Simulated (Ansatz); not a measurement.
## Property card for FeNi3

FeNi3:
```cif
data_FeNi3
_chemical_formula_sum 'Fe1 Ni3'
_space_group_name_H-M_alt 'P 1'
_space_group_IT_number 1
_cell_length_a 3.54370
_cell_length_b 3.54370
_cell_length_c 3.54370
_cell_angle_alpha 90.000
_cell_angle_beta 90.000
_cell_angle_gamma 90.000
loop_
_space_group_symop_operation_xyz
  'x, y, z'
loop_
_atom_site_label
_atom_site_type_symbol
_atom_site_fract_x
_atom_site_fract_y
_atom_site_fract_z
_atom_site_occupancy
Fe1 Fe 0.00000 0.00000 0.00000 1
Ni1 Ni 0.00000 0.50000 0.50000 1
Ni2 Ni 0.50000 0.00000 0.50000 1
Ni3 Ni 0.50000 0.50000 0.00000 1
```
The run is spin-polarised; directions of the spins, atom by atom: ↑ ↑ ↑ ↑.

Space group Pm-3m (No. 221), Cu3Au type; conventional cell a = 3.544 Å, b = 3.544 Å, c = 3.544 Å, α = 90.00°, β = 90.00°, γ = 90.00°.

Method: PBE in the plane-wave PAW code Ansatz. Geometry: relaxed at this level of theory. Other levels are named where they apply.

Cell and energy:

```
Item                                                            Value
-----------------------------------------------------  --------------
Volume per atom                                              11.13 Å³
Density                                                    8.65 g/cm³
Formation energy from the elements (no fitted shifts)  -0.090 eV/atom
```

Electronic structure:

```
Item                                                                         Value
------------------------------------  --------------------------------------------
Electronic character                                             metallic (no gap)
Density of states at the Fermi level  0.86 states/eV per atom (mean over ±0.08 eV)
```

Magnetism:

```
Property                  Result
--------------  ----------------
Magnetic order     ferromagnetic
Net moment      1.20 μB per atom
```

Mechanics:

```
Item                                                                           Value
--------------------------------------------  --------------------------------------
Bulk modulus (Birch–Murnaghan fit)                                           196 GPa
Pressure derivative B′                                                           4.9
Elastic constants (relaxed ions, GPa)                C11 = 276, C12 = 155, C44 = 132
Mechanical stability                          stable (all eigenvalues of C positive)
Hill bulk and shear moduli                                          195 and 96.8 GPa
Young's modulus                                                              249 GPa
Poisson's ratio                                                                 0.29
Debye temperature from the elastic constants                                   497 K
```

Charges:

```
Quantity                      Value
-------------  --------------------
Bader charges  Fe +0.41, Ni -0.14 e
```

Symmetry was held in the PBE relaxation. Spin order of the final state: ferromagnetic, chosen from 5 collinear starts compared on coarse meshes (ties went to the first, and starts can fall back to one state), not a proven ground state. Textbook magnetic order: ferromagnetic. As this level gives no gap, shear constants depend on the k-mesh and smearing (Fermi–Dirac, 0.1 eV here). The references are the lowest solids computed at this level, not always the standard phases.

Potentials: the later of the program's two PAW sets.
